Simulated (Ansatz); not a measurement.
SrCd₂Ge₂:
```cif
data_Cd2Ge2Sr
_chemical_formula_sum 'Sr1 Ge2 Cd2'
_space_group_name_H-M_alt 'P 1'
_space_group_IT_number 1
_cell_length_a 6.64757
_cell_length_b 6.64757
_cell_length_c 6.64757
_cell_angle_alpha 140.857
_cell_angle_beta 140.857
_cell_angle_gamma 56.555
loop_
_space_group_symop_operation_xyz
  'x, y, z'
loop_
_atom_site_label
_atom_site_type_symbol
_atom_site_fract_x
_atom_site_fract_y
_atom_site_fract_z
_atom_site_occupancy
Sr1 Sr 0.00000 0.00000 0.00000 1
Ge1 Ge 0.39205 0.39205 0.00000 1
Ge2 Ge 0.60795 0.60795 0.00000 1
Cd1 Cd 0.75000 0.25000 0.50000 1
Cd2 Cd 0.25000 0.75000 0.50000 1
```

Relaxed with PBEsol.

Task: Which orbitals make up the states near the Fermi level in the program Ansatz at the PBEsol level (PAW)?

Result: Within 0.5 eV of the Fermi level: Ge 4p 50 %, Cd 5s 9 %, Ge 4s 9 %, outside the projected shells 27 %. Projections are on Löwdin-orthogonalised atomic valence shells; empty p or d shells of many metals are not among them.

Task: Tabulate the density of states.

Result: States/eV per cell of 5 atoms, in 0.25 eV bins, energy from the Fermi level.

```tsv
E (eV)	total	Ge 4p	Cd 5s	Ge 4s
-7.85	0.98	0.14	0.16	0.35
-7.60	1.46	0.22	0.24	0.57
-7.35	1.42	0.21	0.19	0.63
-7.10	1.38	0.20	0.12	0.70
-6.85	1.23	0.15	0.04	0.72
-6.60	0.04	0.00	0.00	0.02
-6.35	0.00	0.00	0.00	0.00
-6.10	0.00	0.00	0.00	0.00
-5.85	0.00	0.00	0.00	0.00
-5.60	0.07	0.04	0.02	0.01
-5.35	1.37	0.78	0.35	0.11
-5.10	1.49	0.83	0.41	0.11
-4.85	1.48	0.82	0.43	0.09
-4.60	1.33	0.72	0.39	0.08
-4.35	1.46	0.76	0.38	0.13
-4.10	2.15	1.10	0.55	0.24
-3.85	1.87	0.96	0.48	0.23
-3.60	1.64	0.89	0.35	0.20
-3.35	1.56	0.95	0.23	0.16
-3.10	1.42	0.90	0.18	0.14
-2.85	1.59	1.11	0.15	0.12
-2.60	2.60	1.96	0.17	0.12
-2.35	2.54	1.91	0.16	0.11
-2.10	3.17	2.47	0.13	0.10
-1.85	3.04	2.40	0.10	0.08
-1.60	2.66	2.11	0.07	0.08
-1.35	1.95	1.48	0.07	0.08
-1.10	1.29	0.92	0.07	0.07
-0.85	1.12	0.80	0.06	0.05
-0.60	1.11	0.77	0.06	0.05
-0.35	1.31	0.77	0.10	0.10
-0.10	1.99	0.97	0.18	0.21
0.15	2.03	0.95	0.20	0.20
0.40	1.68	0.77	0.18	0.15
0.65	1.66	0.69	0.20	0.14
0.90	1.46	0.55	0.20	0.13
1.15	1.45	0.45	0.27	0.13
1.40	2.11	0.53	0.50	0.15
1.65	3.01	0.66	0.71	0.16
1.90	3.11	0.60	0.61	0.14
2.15	3.52	0.60	0.52	0.13
2.40	3.36	0.51	0.34	0.10
2.65	2.97	0.48	0.33	0.07
2.90	2.65	0.43	0.27	0.06
3.15	3.30	0.59	0.27	0.07
3.40	3.49	0.60	0.24	0.08
3.65	3.76	0.60	0.24	0.07
3.90	4.59	0.74	0.29	0.08
4.15	4.19	0.58	0.19	0.07
```

Space group I4/mmm. The workflow started from an entry of the Crystallography Open Database (COD). Its standing as an ambient phase is unchecked. The PBEsol relaxation kept the symmetry of its start; its stability against distortions is not shown here. Spin–orbit coupling is left out wherever it is not named.

Potentials: the later of the program's two PAW sets.
